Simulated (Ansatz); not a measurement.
MnN (zinc blende, F-43m), a = b = c = 4.2023 Å, α = β = γ = 90.00°; the cell used has 2 atoms.

Relaxed with PBEsol.

Which orbitals make up the states near the Fermi level in plane-wave PAW PBEsol (Ansatz code)?

Within 0.5 eV of the Fermi level: Mn 3d 89 %, N 2p 7 %. Projections are on Löwdin-orthogonalised atomic valence shells; empty p or d shells of many metals are not among them.

Tabulate the density of states.

States/eV per cell of 2 atoms, in 0.25 eV bins, energy from the Fermi level.

```tsv
E (eV)	total	Mn 3d	N 2p	N 2s
-7.85	0.05	0.02	0.03	0.00
-7.60	0.55	0.19	0.33	0.00
-7.35	1.02	0.34	0.61	0.01
-7.10	2.97	0.76	1.95	0.03
-6.85	2.84	0.78	1.87	0.02
-6.60	0.43	0.15	0.25	0.01
-6.35	0.12	0.06	0.06	0.00
-6.10	0.18	0.09	0.09	0.00
-5.85	2.57	1.07	1.43	0.00
-5.60	4.45	1.79	2.55	0.00
-5.35	2.88	1.06	1.75	0.00
-5.10	2.17	0.73	1.39	0.00
-4.85	1.72	0.49	1.19	0.00
-4.60	1.40	0.31	1.05	0.00
-4.35	0.66	0.11	0.53	0.00
-4.10	0.00	0.00	0.00	0.00
-3.85	0.00	0.00	0.00	0.00
-3.60	0.00	0.00	0.00	0.00
-3.35	0.00	0.00	0.00	0.00
-3.10	0.00	0.00	0.00	0.00
-2.85	0.00	0.00	0.00	0.00
-2.60	0.00	0.00	0.00	0.00
-2.35	0.40	0.34	0.02	0.01
-2.10	1.14	0.95	0.05	0.03
-1.85	0.94	0.81	0.06	0.01
-1.60	1.01	0.88	0.07	0.01
-1.35	1.23	1.12	0.06	0.01
-1.10	1.81	1.72	0.05	0.00
-0.85	1.62	1.55	0.05	0.00
-0.60	3.34	3.20	0.10	0.00
-0.35	3.78	3.67	0.07	0.01
-0.10	0.74	0.74	0.00	0.00
0.15	1.66	1.33	0.17	0.08
0.40	2.36	1.84	0.36	0.06
0.65	1.09	0.75	0.26	0.03
0.90	0.51	0.33	0.13	0.01
1.15	0.90	0.65	0.17	0.05
1.40	1.41	1.03	0.24	0.10
1.65	1.47	1.03	0.30	0.09
1.90	1.43	0.95	0.36	0.07
2.15	1.57	1.01	0.46	0.06
2.40	2.03	1.26	0.65	0.05
2.65	2.02	1.20	0.71	0.05
2.90	1.90	1.08	0.72	0.04
3.15	1.42	0.79	0.55	0.04
3.40	1.16	0.63	0.46	0.03
3.65	1.02	0.52	0.40	0.05
3.90	0.84	0.41	0.34	0.04
4.15	0.60	0.31	0.27	0.01
4.40	0.48	0.23	0.23	0.01
4.65	0.23	0.10	0.11	0.01
4.90	0.09	0.01	0.02	0.02
```

The workflow started from a Materials Project entry (that database holds measured and hypothetical structures alike); the Crystallography Open Database copy checked does not list it. Whether it is the stable phase at ambient conditions was not checked. The PBEsol relaxation kept the symmetry of its start; whether a distortion lowers the energy is not shown. No spin polarisation was allowed.

Potentials: the later of the program's two PAW sets.
